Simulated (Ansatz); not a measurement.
**Cd: strain energy, fitted**

Cd, P6_3/mmc, a = 2.962 Å, c = 5.797 Å. Ansatz: r2SCAN, PAW, 500 eV, Γ-centred 24×24×10 mesh on 2 atoms, Gaussian smearing 0.10 eV; no spin polarisation. Series: strain along c alone, the other axes held, atoms fixed by symmetry; x is the strain in per cent. y is the free energy over the unstrained cell, V0 = 22.020 Å³/atom.

```tsv
x (%)	y (meV/atom)
-6.0	13.39
-4.0	5.18
-2.0	?
0.0	0.00
2.0	1.65
4.0	5.55
6.0	10.64
```

Problem. Fit y = c2 x² + c3 x³ to the other rows, turn c2 into a modulus, and predict the missing energy.

Solution. Least squares on the rows shown. y = 0.3345 x² − 0.005591 x³. In eV per unit strain² c2 is 3.345; this is C33 with relaxed ions (E = ½ C33 V0 ε²): 2 × 3.345 × 160.2 / (22.020) = 49 GPa. The unstrained cell keeps some stress along the strain, worth a slope of 0.22 meV/atom per %, which the form leaves out. At x = -2.0 the fit asked for gives 1.38 meV/atom. The run gave 0.97 meV/atom, so the fit is 0.41 meV/atom too high, within twice the rms miss on the fitted rows (0.39 meV/atom).